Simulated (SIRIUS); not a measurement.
SIRIUS run on TiSi2 (Fddd, 6 atoms in the cell; from Materials Project mp-2582, changed as shown): self-consistent single point.

All values come from this method and carry its errors: LDA (PW92), GBRV LDA ultrasoft pseudopotentials (plane waves; SIRIUS).

The change in words: lattice scaled by 1.02. Reference geometry (Fddd):
```xyz
6
Lattice="0.0000 4.1052 4.2501 2.3823 0.0000 4.2501 2.3823 4.1052 0.0000" Properties=species:S:1:pos:R:3 pbc="T T T"
Ti     2.3823     4.1052     4.2501
Ti     3.5735     6.1577     6.3752
Si     2.3823     6.8756     4.2501
Si     2.3823     1.3348     4.2501
Si     1.1912     3.3873     2.1251
Si     1.1912     0.7178     2.1251
```

Reference input (self-consistent single point, DFT, LDA (PW92), plane waves, GBRV LDA ultrasoft pseudopotentials): parameters.ngridk = 8 8 8; parameters.xc_functionals = [XC_LDA_X, XC_LDA_C_PW]; parameters.gk_cutoff = 6.325 1/bohr; parameters.pw_cutoff = 14.143 1/bohr; parameters.smearing = fermi_dirac; parameters.smearing_width = 0.00367493 Ha; potentials = GBRV LDA ultrasoft pseudopotentials; parameters.electronic_structure_method = pseudopotential; parameters.num_bands = 24; parameters.num_mag_dims = 0; parameters.num_dft_iter = 100; parameters.energy_tol = 1e-07 Ha. This run's input differs from it in these lines:

```diff
@@ -32,7 +32,7 @@
     "lattice_vectors": [
-      [0.0, 0.6947351814, 0.719265558],
-      [0.4031743709, 0.0, 0.719265558],
-      [0.4031743709, 0.6947351814, 0.0]
+      [0.0, 0.6947352209, 0.7192656036],
+      [0.4031744468, 0.0, 0.7192656036],
+      [0.4031744468, 0.6947352209, 0.0]
     ],
-    "lattice_vectors_scale": 11.166315,
+    "lattice_vectors_scale": 11.38964,
     "atom_coordinate_units": "lattice",
```

Output, abridged:

```
[find] density tolerance         : 1e-06
[find] total energy tolerance    : 1e-07
[find] iter_solver_tol (initial) : 0.01
[find] iter_solver_tol (target)  : 1e-13
[find] num_dft_iter              : 100
Charges and magnetic moments
--------------------------------------------------------------------------------
total charge          : 40.000000
[find] | SCF iteration   0 out of 100|
[diagonalize] iterative solver tolerance (occupied, empty): 0.01 0.01
[diagonalize] average number of iterations: 2.03158
[find] Charges and magnetic moments
[find] total charge          : 40.000000
[find] Energy
   [... lines left out ...]

[find] Charges and magnetic moments
[find] total charge          : 40.000000
[find] Energy
[find] smearing (-TS)                 :      -0.00269868
[find] Total energy                   :    -138.64044912 (Ha),    -277.28089824 (Ry)
[find] Free energy (E-TS)             :    -138.64314779 (Ha),    -277.28629559 (Ry)
[find] band gap (eV)                  :       0.00000000
[find] Efermi                         :       0.42795324
[find] iteration : 29, RMS (target) : 7.9410e-07 (1.0000e-06) , energy difference (target) : -7.1863e-09 (1.0000e-07)
[find] bands are converged : true
[find] iterative solver converged : false
[find] converged after 30 SCF iterations!
[find] Charges and magnetic moments
[find] total charge          : 40.000000
[find] Energy
[find] smearing (-TS)                 :      -0.00269868
[find] Total energy                   :    -138.64044912 (Ha),    -277.28089824 (Ry)
[find] Free energy (E-TS)             :    -138.64314779 (Ha),    -277.28629559 (Ry)
[find] band gap (eV)                  :       0.00000000
[find] Efermi                         :       0.42795324
[ground_state] === stress tensor components [kbar] ===
[ground_state] === stress_total ===
[ground_state]   110.002720    0.000000    0.000000
[ground_state]     0.000000   99.262584    0.000000
[ground_state]     0.000000    0.000000  130.363394
[ground_state] ==== total Forces in Ha/bohr =====
[ground_state] atom:    0, force:       0.0000000      0.0000000      0.0000000
[ground_state] atom:    1, force:       0.0000000      0.0000000      0.0000000
[ground_state] atom:    2, force:       0.0000000     -0.0008805      0.0000000
[ground_state] atom:    3, force:      -0.0000000      0.0008805      0.0000000
[ground_state] atom:    4, force:       0.0000000      0.0008805     -0.0000000
[ground_state] atom:    5, force:       0.0000000     -0.0008805     -0.0000000
```

The run converged in 30 iterations. SIRIUS prints the stress tensor with tension positive. Against the reference run the free energy goes up by 41.1 meV/atom, the pressure goes from -3.83 to -11.32 GPa and the largest force goes from 0.077 to 0.045 eV/Å.

The structure comes from a collection of computed structures, made at another level of theory; the collection holds predicted forms beside known ones. Its lattice was then scaled.

Cost on one core: around 5 core-minutes (rough).

The gap that the log prints is read on the run's mesh, which can miss the band edges or a crossing.
